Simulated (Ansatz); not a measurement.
**KRb$_{2}$ScF$_{6}$: levels and charges under dearer methods**

A database entry relaxed whole under r2SCAN at zero pressure (I4/m, No. 87):

```
K Rb Sc F
1.0
    -3.14948    3.14948    4.57813
     3.14948   -3.14948    4.57813
     3.14948    3.14948   -4.57813
K Rb Sc F
1 2 1 6
Direct
  0.50000 0.50000 0.00000
  0.25000 0.75000 0.50000
  0.75000 0.25000 0.50000
  0.00000 0.00000 0.00000
  0.22114 0.22114 0.00000
  0.77886 0.77886 0.00000
  0.27637 0.16202 0.43839
  0.16202 0.72363 0.88565
  0.72363 0.83798 0.56161
  0.83798 0.27637 0.11435
```

Its volume is 18.16 Å³ an atom, -0.6 % against the entry's 18.27, a measured cell (1996, 240 K).

Single points on this cell with plane-wave PAW DFT (Ansatz 0.2.0; r2SCAN 500 eV, hybrids 420 eV; fermi-dirac occupations of width 0.020 eV; no moments): r2SCAN on a 6×6×6 Γ-centred mesh; HSE06 on a 4×4×4 Γ-centred mesh; PBE0 on a 4×4×4 Γ-centred mesh.

Problem. What does each level give for gap and charges?

Solution. The runs give:

| level | gap (eV), or kind | pressure (GPa) | Bader charge of K (e) | Bader charge of Rb (e) | Bader charge of Sc (e) | Bader charge of F (e) |
| --- | --- | --- | --- | --- | --- | --- |
| r2SCAN | 7.54 | 0.0 | +0.89 | +0.91 | +2.23 | -0.82 |
| HSE06 | 8.81 | 0.8 | +0.89 | +0.92 | +2.28 | -0.83 |
| PBE0 | 9.59 | 0.7 | +0.89 | +0.92 | +2.28 | -0.84 |

Under r2SCAN the gap is 7.54 eV, over mesh and band path. HSE06 moves it by +1.27 eV and PBE0 by +2.04 eV; PBE0 keeps its exact exchange at long range, which widens the gap over HSE06's by 0.77 eV on their common mesh. The charge on Sc goes from +2.23 to +2.28 e under HSE06.

Caveats: the relaxation kept the start's symmetry; HSE06 is read on its mesh and at the zone's corners, PBE0 on its mesh alone; hybrid pressures are good to a few tenths of a GPa; pressure is positive in compression.
